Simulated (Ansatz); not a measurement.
A crystal relaxed with r2SCAN in Ansatz 0.2.0 has space group I4_1/a:1 (No. 88) and a = 5.121 Å, c = 11.622 Å.

```csv
atom,site,x,y,z
Xx,4b,0.5000,0.5000,0.0000
Bi,4a,0.0000,0.0000,0.0000
O,16f,0.1391,0.7511,0.4213
```

r2SCAN gives an indirect gap of 2.42 eV, from k = (-0.026, 0.021, 0.344) to k = (0.292, -0.292, 0.203); the least direct gap is 2.52 eV at k = (0.292, -0.292, 0.203). HSE06 gives an indirect gap of 3.29 eV, from k = (-0.026, 0.021, 0.344) to k = (0.292, -0.292, 0.203); the least direct gap is 3.40 eV at k = (0.292, -0.292, 0.203). Meshes: r2SCAN 8×8×8, HSE06 4×4×4. r2SCAN's ε∞ is 6.8 along x and y, 5.8 along z.

Q: Which element is Xx?
A. Nb
B. Ta
C. V
D. Sb

A: C. Xx is V: a 12-atom cell of VBiO4 (I4_1/a) from a materials database. V has 4 O at 1.72 Å; Bi has 8 O at 2.43–2.47 Å; O has 1 V at 1.72 Å and 2 Bi at 2.43–2.47 Å.

No spin polarisation and no zero-point or thermal motion.

Spin-orbit coupling is left out; in compounds of Pb, Bi, Tl or Hg it can lower a gap by up to about 1 eV, split its edges or invert the bands.

Where an edge lies off the special points, it is a point of the mesh or the k point where a search put PBE's edge or least direct gap, reused for the other functionals, whose own edges may lie a little apart.

Coordinates of k points refer to the reciprocal vectors of the primitive cell of the runs.

For a response run the program warns that the ground state's bands aren't all converged, so ε∞ carries an extra error.
